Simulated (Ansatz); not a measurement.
A geometry of Nb₂C away from equilibrium: the start of the relaxation of a relaxed Nb2C cell displaced along its unstable phonon at q = Γ (162i cm⁻¹), largest move 0.15 Å. Method: PBE (plane waves to 420 eV, PAW, scalar-relativistic; Ansatz, a first-principles code). Γ-centred k-mesh 6×6×10 on the run's cell (coarser than for final values), Fermi–Dirac smearing 0.05 eV.

```xyz
9
Lattice="6.5085 0.0000 0.0000 -3.2542 5.6365 0.0000 0.0000 0.0000 3.2299" Properties=species:S:1:pos:R:3 pbc="T T T"
Nb    -1.6025     5.5680     0.0000
Nb    -0.8379     1.3829     0.0000
Nb     2.4404     4.1585     0.0000
Nb     3.7896     0.1398     1.6150
Nb    -1.8313     3.3116     1.6150
Nb     1.2959     2.3844     1.6150
C      0.0000    -0.0785     1.6150
C     -0.1132     3.6592     0.0000
C      3.3674     1.7804     0.0000
```

Problem. Predict the force on each atom, in eV/Å.

Solution. 
```tsv
atom	Fx	Fy	Fz
Nb1	0.17	0.24	0.00
Nb2	0.44	-0.48	0.00
Nb3	-0.30	-0.14	0.00
Nb4	0.30	0.07	0.00
Nb5	0.02	0.04	0.00
Nb6	-0.44	-0.14	0.00
C7	0.02	-0.15	0.00
C8	0.28	0.11	0.00
C9	-0.49	0.46	0.00
```

Problem. What is the pressure?

Solution. +2.1 GPa, compression positive.

No spin polarisation in the result.

The run could not lose the symmetry of its start, so the end can be a saddle point.

The end of the path is a generated cell of Nb2C: the first start was made by placing the elements on the sites of a structure type, and the end was not matched to a known phase here, so it may be hypothetical.
